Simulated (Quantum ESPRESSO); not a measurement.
NaI (rock salt, space group Fm-3m, No. 225) has a direct gap of 3.59 eV with PBEsol (pw.x of Quantum ESPRESSO, ONCV potentials, scalar-relativistic). After an isotropic strain (on all lattice vectors, atoms relaxed) the gap is direct, 3.52 eV.

**Question.** Which strain was applied?
A. +2 %
B. -1.5 %
C. +1 %
D. -0.7 %
E. -3 %

**Answer.** C, +1 %. Gaps found: -3 %: 3.86 eV (direct); -1.5 %: 3.72 eV (direct); -0.7 %: 3.65 eV (direct); 0 %: 3.59 eV (direct); 1 %: 3.52 eV (direct); 2 %: 3.44 eV (direct).

Spin-orbit coupling is not included.
